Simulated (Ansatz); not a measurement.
Ga (α-Ga), relaxed with r²SCAN+D4 (Ansatz, a quantum-chemistry and plane-wave program, plane waves, PAW): a = 4.442 Å, b = 7.557 Å, c = 4.499 Å, α = β = γ = 90.00°.

Q: The same phase is relaxed and computed with r²SCAN in the same code. What is the cell now?

A: a = 4.474 Å, b = 7.597 Å, c = 4.526 Å, α = β = γ = 90.00°.

All cells were relaxed under the symmetry of their starts (and spin orders); stability against distortions was not tested throughout. Scalar-relativistic: spin–orbit coupling is off unless named, which matters more the heavier the elements.

Potentials: the earlier of the program's two PAW sets.

Ansatz is a plane-wave DFT program.
